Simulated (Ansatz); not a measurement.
Relaxed Nb (bcc, W type):

```xyz
2
Lattice="-3.3096 3.3096 3.3096 1.6548 -1.6548 1.6548 1.6548 1.6548 -1.6548" Properties=species:S:1:pos:R:3 pbc="T T T"
Nb     0.0000     0.0000     0.0000
Nb    -1.6548     1.6548     1.6548
```

The atoms are displaced by Q × the pattern below (from a DFPT mode at N = (0.5, 0.0, 0.0), largest move 1; Q in Å), at fixed cell. (q is in reciprocal vectors of the primitive cell; the cell shown is doubled to hold the pattern.)

```
atom      x       y       z
----  -----  ------  ------
Nb1   0.000   0.707  -0.707
Nb2   0.000  -0.707   0.707
```

Computed with PBE (plane waves to 420 eV, PAW, scalar-relativistic; Ansatz, an electronic-structure program). k mesh 10×20×20 (Γ-centred), Fermi-Dirac smearing 0.05 eV. Energies are smeared free energies. With partly filled bands, energies and forces of such displacements shift with the k mesh and the smearing. Nb is run without spin polarisation. Nb was relaxed with its symmetry unable to fall. The zero of ΔE is the undisplaced structure. The last digit holds for this mesh only.

| Q (Å) | ΔE (meV/cell) |
|---|---|
| -0.2800 | 382.9 |
| -0.2333 | 285.1 |
| -0.1867 | withheld |
| -0.1400 | 114.8 |
| -0.0933 | 52.9 |
| -0.0467 | 13.4 |
| 0.0000 | 0.0 |
| 0.0467 | 13.4 |
| 0.0933 | 52.9 |
| 0.1400 | 114.8 |
| 0.1867 | withheld |
| 0.2333 | 285.1 |
| 0.2800 | 382.9 |

**Question.** Fit an even polynomial form (powers 2, 4, 6) to the given rows and predict ΔE at Q = -0.1867.

**Answer.** Least squares on the 11 given rows: ΔE = (6258)·Q² + (-21480)·Q⁴ + (50490)·Q⁶, in meV/cell with Q in Å; root-mean-square residual 0.07 meV/cell. At -0.1867 the fit gives 194.2 meV/cell; the calculation gives 193.9 meV/cell, so the interpolation is off by 0.3 (+0.2 %). The quadratic term alone would give 218.1 meV/cell.

(A displaced cell: forces are minus the slopes of the energy, force constants its curvatures, and phonons follow from these.)
